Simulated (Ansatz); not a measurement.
Ansatz (a quantum-chemistry and plane-wave program) input:

Ansatz 0.2 input:
```yaml
crystal:
  lattice:
    - [0.0, 3.4087288442, 3.4087288442]
    - [3.4087288442, 0.0, 3.4087288442]
    - [3.4087288442, 3.4087288442, 0.0]
  atoms:
    - { symbol: K, position: [0.0, 0.0, 0.0] }
    - { symbol: I, position: [0.5, 0.5, 0.5] }
kpoints:
  mp_grid: { grid: [7, 7, 7] }
hamiltonian:
  xc: lda
  pseudopotentials: { kind: paw }
scf:
  occupations: { method: fixed }
elastic: { mode: relaxed_ion, stencil: two_point, amplitude: 0.005, f_tol: 0.0005 }
```

Output (shortened):

```
Pseudopotential: K, paw, valence charge 9
Pseudopotential: I, paw, valence charge 17
Functional definition: SPW92
Crystal: 2 atoms, lattice volume = 79.215 Å³
Basis set: ecut = 420 eV, 1471 PW (Γ)
Bands: 17, of which v1, the nominal top of the filled ones, is band 13 counted from 1 (12 counted from 0)
Symmetry: 48 space group operations
Space group: Fm-3m (ITA 225), of the structure as read, at distance tolerance 4.3e-5 Å
k-points: 20 of 343
SCF iter   1: F=—  HF=-8855.100430 eV  |F-HF|=—  |Δ(HF+E_count)|=         —  Δρ=4.68e-3  dr2=8.22e-3  ethr=1.77e-3  ⟨swp⟩=5.2  Hψ=1591  notcnv=0  defer=37
preconditioner: auto → none
SCF iter   2: F=—  HF=-8855.097401 eV  |F-HF|=—  |Δ(HF+E_count)|=   3.03e-3  Δρ=2.26e-3  dr2=1.56e-3  ethr=3.16e-5  ⟨swp⟩=2.2  Hψ=693  notcnv=0  defer=38
SCF iter   3: F=—  HF=-8855.097229 eV  |F-HF|=—  |Δ(HF+E_count)|=   1.72e-4  Δρ=3.59e-4  dr2=1.27e-4  ethr=6.01e-6  ⟨swp⟩=3.0  Hψ=630  notcnv=0  defer=38
SCF iter   4: F=—  HF=-8855.097170 eV  |F-HF|=—  |Δ(HF+E_count)|=   5.88e-5  Δρ=6.36e-5  dr2=3.72e-6  ethr=4.89e-7  ⟨swp⟩=2.0  Hψ=640  notcnv=0  defer=38
SCF iter   5: F=—  HF=-8855.097170 eV  |F-HF|=—  |Δ(HF+E_count)|=   3.78e-7  Δρ=1.26e-5  dr2=6.64e-8  ethr=1.43e-8  ⟨swp⟩=2.0  Hψ=401  notcnv=0  defer=30
SCF iter   6: F=—  HF=-8855.097170 eV  |F-HF|=—  |Δ(HF+E_count)|=   6.45e-7  Δρ=2.34e-6  dr2=1.34e-9  ethr=2.55e-10  ⟨swp⟩=2.0  Hψ=600  notcnv=0  defer=23
SCF iter   7: F=—  HF=-8855.097170 eV  |F-HF|=—  |Δ(HF+E_count)|=  1.86e-10  Δρ=2.27e-7  dr2=8.45e-11  ethr=5.14e-12  ⟨swp⟩=2.7  Hψ=558  notcnv=0  defer=23
SCF iter   8: F=—  HF=-8855.097170 eV  |F-HF|=—  |Δ(HF+E_count)|=  4.18e-11  Δρ=2.50e-8  dr2=3.65e-13  ethr=3.25e-13 (applied; sched 1.00e-12)  ⟨swp⟩=2.8  Hψ=587  notcnv=0  defer=23
SCF iter   9: F=-8855.097170 eV  HF=-8855.097170 eV  |F-HF|=0.00e0  |Δ(HF+E_count)|=  1.82e-12  Δρ=2.39e-9  dr2=2.30e-15  ethr=1.00e-12  ⟨swp⟩=8.2  Hψ=1801  notcnv=0
SCF 1 converged in 9 iterations: F = -8855.097170 eV  dr2 = 2.30e-15
Crystal: 2 atoms, lattice volume = 78.819 Å³
Symmetry: 16 space group operations
k-points: 40 of 343
iter 1 solved again at ethr=1.33e-7 eV; its pass at ethr=3.10e-3 eV (dr2=3.45e-5 eV) is discarded
SCF iter   1: F=—  HF=-8855.096938 eV  |F-HF|=—  |Δ(HF+E_count)|=         —  Δρ=1.75e-4  dr2=5.20e-5  ethr=1.33e-7  ⟨swp⟩=3.0  Hψ=3997  notcnv=0  defer=80
preconditioner: auto → none
SCF iter   2: F=—  HF=-8855.096915 eV  |F-HF|=—  |Δ(HF+E_count)|=   2.27e-5  Δρ=6.20e-5  dr2=3.87e-6  ethr=1.33e-7  ⟨swp⟩=2.0  Hψ=985  notcnv=0  defer=70
SCF iter   3: F=—  HF=-8855.096916 eV  |F-HF|=—  |Δ(HF+E_count)|=   6.82e-7  Δρ=2.24e-5  dr2=4.48e-7  ethr=1.49e-8  ⟨swp⟩=3.0  Hψ=1226  notcnv=0  defer=53
SCF iter   4: F=—  HF=-8855.096916 eV  |F-HF|=—  |Δ(HF+E_count)|=   9.33e-8  Δρ=4.28e-6  dr2=1.18e-8  ethr=1.72e-9  ⟨swp⟩=2.5  Hψ=918  notcnv=0  defer=48
SCF iter   5: F=—  HF=-8855.096916 eV  |F-HF|=—  |Δ(HF+E_count)|=  8.57e-10  Δρ=8.52e-7  dr2=2.64e-10  ethr=4.53e-11  ⟨swp⟩=2.2  Hψ=1033  notcnv=0  defer=48
SCF iter   6: F=—  HF=-8855.096916 eV  |F-HF|=—  |Δ(HF+E_count)|=  2.73e-11  Δρ=1.41e-7  dr2=5.31e-12  ethr=1.01e-12  ⟨swp⟩=2.2  Hψ=1094  notcnv=0  defer=48
SCF iter   7: F=-8855.096916 eV  HF=-8855.096916 eV  |F-HF|=3.64e-12  |Δ(HF+E_count)|=  1.82e-12  Δρ=1.06e-8  dr2=6.01e-14  ethr=1.00e-12  ⟨swp⟩=3.8  Hψ=3110  notcnv=0
SCF 2 converged in 7 iterations: F = -8855.096916 eV  dr2 = 6.01e-14
Crystal: 2 atoms, lattice volume = 79.611 Å³
iter 1 solved again at ethr=2.34e-9 eV; its pass at ethr=3.10e-3 eV (dr2=6.09e-7 eV) is discarded
SCF iter   1: F=—  HF=-8855.096872 eV  |F-HF|=—  |Δ(HF+E_count)|=         —  Δρ=1.90e-4  dr2=6.12e-7  ethr=2.34e-9  ⟨swp⟩=2.0  Hψ=3386  notcnv=0  defer=51
preconditioner: auto → none
SCF iter   2: F=—  HF=-8855.096915 eV  |F-HF|=—  |Δ(HF+E_count)|=   4.27e-5  Δρ=9.52e-5  dr2=1.51e-7  ethr=2.34e-9  ⟨swp⟩=1.0  Hψ=680  notcnv=0  defer=51
SCF iter   3: F=—  HF=-8855.096929 eV  |F-HF|=—  |Δ(HF+E_count)|=   1.42e-5  Δρ=8.57e-7  dr2=4.74e-10  ethr=5.80e-10  ⟨swp⟩=1.0  Hψ=680  notcnv=0  defer=51
SCF iter   4: F=—  HF=-8855.096929 eV  |F-HF|=—  |Δ(HF+E_count)|=  3.91e-10  Δρ=1.46e-7  dr2=1.85e-11  ethr=1.82e-12  ⟨swp⟩=2.0  Hψ=1200  notcnv=0  defer=51
SCF iter   5: F=—  HF=-8855.096929 eV  |F-HF|=—  |Δ(HF+E_count)|=  5.46e-12  Δρ=2.82e-8  dr2=3.95e-13  ethr=7.10e-14 (applied; sched 1.00e-12)  ⟨swp⟩=3.0  Hψ=1200  notcnv=0  defer=51
SCF iter   6: F=-8855.096929 eV  HF=-8855.096929 eV  |F-HF|=1.82e-12  |Δ(HF+E_count)|=  3.64e-12  Δρ=5.57e-9  dr2=5.09e-15  ethr=1.00e-12  ⟨swp⟩=5.0  Hψ=2303  notcnv=0
SCF 3 converged in 6 iterations: F = -8855.096929 eV  dr2 = 5.09e-15
Crystal: 2 atoms, lattice volume = 79.214 Å³
Symmetry: 8 space group operations
k-points: 64 of 343
iter 1 solved again at ethr=9.23e-8 eV; its pass at ethr=3.10e-3 eV (dr2=2.40e-5 eV) is discarded
SCF iter   1: F=—  HF=-8855.097141 eV  |F-HF|=—  |Δ(HF+E_count)|=         —  Δρ=1.02e-4  dr2=3.62e-6  ethr=9.23e-8  ⟨swp⟩=3.0  Hψ=6237  notcnv=0  defer=128
preconditioner: auto → none
SCF iter   2: F=—  HF=-8855.097145 eV  |F-HF|=—  |Δ(HF+E_count)|=   4.15e-6  Δρ=4.66e-5  dr2=6.87e-7  ethr=1.39e-8  ⟨swp⟩=1.4  Hψ=1211  notcnv=0  defer=97
SCF iter   3: F=—  HF=-8855.097147 eV  |F-HF|=—  |Δ(HF+E_count)|=   1.41e-6  Δρ=3.85e-6  dr2=5.47e-9  ethr=2.64e-9  ⟨swp⟩=2.1  Hψ=1590  notcnv=0  defer=89
SCF iter   4: F=—  HF=-8855.097147 eV  |F-HF|=—  |Δ(HF+E_count)|=   1.13e-8  Δρ=8.30e-7  dr2=6.61e-10  ethr=2.10e-11  ⟨swp⟩=2.0  Hψ=1917  notcnv=0  defer=89
SCF iter   5: F=—  HF=-8855.097147 eV  |F-HF|=—  |Δ(HF+E_count)|=  3.33e-10  Δρ=1.58e-7  dr2=2.96e-11  ethr=2.54e-12  ⟨swp⟩=2.0  Hψ=1920  notcnv=0  defer=89
SCF iter   6: F=—  HF=-8855.097147 eV  |F-HF|=—  |Δ(HF+E_count)|=  1.82e-11  Δρ=3.47e-8  dr2=4.49e-13  ethr=1.14e-13 (applied; sched 1.00e-12)  ⟨swp⟩=2.0  Hψ=1360  notcnv=0  defer=89
SCF iter   7: F=-8855.097147 eV  HF=-8855.097147 eV  |F-HF|=1.82e-12  |Δ(HF+E_count)|=  7.28e-12  Δρ=7.45e-9  dr2=1.61e-14  ethr=1.00e-12  ⟨swp⟩=4.8  Hψ=3716  notcnv=0
SCF 4 converged in 7 iterations: F = -8855.097147 eV  dr2 = 1.61e-14
Crystal: 2 atoms, lattice volume = 79.214 Å³
iter 1 solved again at ethr=2.37e-10 eV; its pass at ethr=3.10e-3 eV (dr2=6.17e-8 eV) is discarded
SCF iter   1: F=—  HF=-8855.097141 eV  |F-HF|=—  |Δ(HF+E_count)|=         —  Δρ=6.13e-5  dr2=6.15e-8  ethr=2.37e-10  ⟨swp⟩=2.3  Hψ=5565  notcnv=0  defer=79
preconditioner: auto → none
SCF iter   2: F=—  HF=-8855.097145 eV  |F-HF|=—  |Δ(HF+E_count)|=   4.39e-6  Δρ=3.07e-5  dr2=1.54e-8  ethr=2.36e-10  ⟨swp⟩=1.0  Hψ=1088  notcnv=0  defer=79
SCF iter   3: F=—  HF=-8855.097147 eV  |F-HF|=—  |Δ(HF+E_count)|=   1.46e-6  Δρ=2.36e-8  dr2=2.50e-13  ethr=5.91e-11  ⟨swp⟩=1.0  Hψ=1088  notcnv=0  defer=79
SCF iter   4: F=-8855.097147 eV  HF=-8855.097147 eV  |F-HF|=1.82e-12  |Δ(HF+E_count)|=  1.82e-12  Δρ=7.86e-9  dr2=4.72e-14  ethr=1.00e-12  ⟨swp⟩=5.1  Hψ=4367  notcnv=0
SCF 5 converged in 4 iterations: F = -8855.097147 eV  dr2 = 4.72e-14
SCF converged after 9 iterations
Free energy (F): -8855.097170 eV
Harris-Foulkes:  -8855.097170 eV  (|F-HF|=0.00e0)
Internal energy: -8855.097170 eV  (E = F + TS)
E sigma→0 (E₀):  -8855.097170 eV
Fermi energy:    2.900545 eV
--- Per-component energies (eV) ---
  E_band       = -504.779035
  E_kinetic    = 444.323849
  E_local      = -2710.872162  (includes V_loc(G=0)·N_el)
  E_nonlocal   = -69.610623
  E_hartree    = 1287.919582
  E_xc         = -260.720287
  E_vxc        = -292.798230  (∫ρ·V_xc dr)
  E_paw        = -5403.472172  (= ΣΔE_a)
  E_vpaw       = -451.661098  (= ΣTr[D̂ρ^β])
  E_aug_tail   = 0.000064  (compensation charges beyond the density's cutoff)
  E_ewald      = -2143.704136
  E_core_change = 1.038715  (= ΣΔE_core)
  E_smearing   =  0.000000  (= −TS)
  E_closure    = 0.000000  (closes the sum)
  Σ components = -8855.097170   (vs F -8855.097170, Δ=0.00e0)
  [band-id]    e_kinetic+e_local+e_nonlocal+2·e_hartree+e_vxc+e_vpaw+e_augmentation_tail = -504.779036   (vs E_band -504.779035, Δ=-1.02e-6)
--- Forces (eV/Å), atoms counted from 1 ---
  atom   1  K      0.00000000     0.00000000     0.00000000
  atom   2  I      0.00000000     0.00000000     0.00000000
  max |Σ_I F_I| component: 0.0 eV/Å
--- Stress (GPa, compression-positive) ---
        0.000055       0.000000       0.000000
        0.000000       0.000055       0.000000
        0.000000       0.000000       0.000055
  P = ⅓ Tr σ = 0.0001 GPa (0.001 kbar)
--- Band table (eV; the first three rows and the last of 20) ---
  k-point 0: bands = ["-39.9069", "-39.9069", "-39.9030", "-39.9030", "-39.9030", "-25.1263", "-8.8286", "-8.8286", "-8.8286", "-7.8943", "2.9005", "2.9005", "2.9005", "6.7699", "9.1379", "9.1379", "9.1379"]
  k-point 1: bands = ["-39.9069", "-39.9069", "-39.9030", "-39.9030", "-39.9030", "-25.1256", "-8.9071", "-8.8292", "-8.8292", "-7.7827", "2.4806", "2.8053", "2.8053", "7.3236", "9.0714", "9.3808", "9.3808"]
  k-point 2: bands = ["-39.9069", "-39.9069", "-39.9030", "-39.9030", "-39.9030", "-25.1238", "-9.0433", "-8.8305", "-8.8305", "-7.5696", "1.7665", "2.6082", "2.6082", "8.0263", "9.5993", "10.0053", "10.0053"]
  k-point 19: bands = ["-39.9070", "-39.9069", "-39.9030", "-39.9030", "-39.9030", "-25.1208", "-8.9703", "-8.8874", "-8.8625", "-7.5573", "1.9059", "1.9519", "2.2885", "8.7668", "9.6506", "9.7208", "11.2235"]
--- Elastic constants: 2 strain directions × 2 members + reference (group order 48) ---
  dense FFT box of the reference and of every strained cell: 36×36×36
  strains applied: 11, 23; error gains: componentwise 1.00 (the most a stress slope's error grows in a printed constant), spectral 1.73 (1 for all six strains …
  C = ∂σ_k/∂η_j (tension-positive GPa; Voigt order 11 22 33 23 13 12):
        40.363      3.850      3.850      0.000      0.000      0.000
         3.850     40.363      3.850      0.000      0.000      0.000
         3.850      3.850     40.363      0.000      0.000      0.000
         0.000      0.000      0.000      3.571      0.000      0.000
         0.000      0.000      0.000      0.000      3.571      0.000
         0.000      0.000      0.000      0.000      0.000      3.571
  reference stress σ⁰ (GPa):      0.000      0.000      0.000      0.000      0.000      0.000
  C* (energy form; C + prestress term) asymmetry max|C*_kj − C*_jk| = 2.665e-15 GPa — a small one proves nothing (zero by symmetry where the batch's group is …
  moduli (Voigt/Reuss/Hill, GPa): K = 16.02/16.02/16.02   G = 9.45/5.27/7.36   E = 19.14   ν = 0.301
  mechanically stable: yes (min eigenvalue of sym C = 3.57 GPa)
  where every solve meets its electron count the energy-path curvature estimates C_jj along a normal strain and C_jj − ¼(σ⁰_aa + σ⁰_bb) along a shear (ab), of …
  strain η (Voigt 11):  stress-route row diagonal C_11 = 40.36 GPa, energy-path curvature d²(F+E_count+ΔE)/dδ²/Ω₀ = 40.36 GPa
         δ    σ_11 (GPa)             F (eV)   n_scf  n_hpsi   n_pw
    -5.000e-3      -0.2090       -8855.0969160       7   13023   1556   relax 0 steps, max|allowed force component| 0.0 eV/Å
     5.000e-3       0.1946       -8855.0969288       6   10109   1576   relax 0 steps, max|allowed force component| 0.0 eV/Å
  strain η (Voigt 23):  stress-route row diagonal C_44 = 3.57 GPa, energy-path curvature d²(F+E_count+ΔE)/dδ²/Ω₀ = 3.58 GPa
         δ    σ_23 (GPa)             F (eV)   n_scf  n_hpsi   n_pw
    -5.000e-3      -0.0179       -8855.0971469       7   19003   1568   relax 0 steps, max|allowed force component| 0.0 eV/Å
     5.000e-3       0.0179       -8855.0971469       4   13162   1568   relax 0 steps, max|allowed force component| 0.0 eV/Å
```

Cost: roughly 10 core-seconds on shared cores.

The cell was relaxed with LDA under the symmetry of its start; phonons on a q-mesh show no instability. Spin–orbit coupling is left out wherever it is not named.

Potentials: the later of the program's two PAW sets.

Ansatz is a plane-wave DFT program.
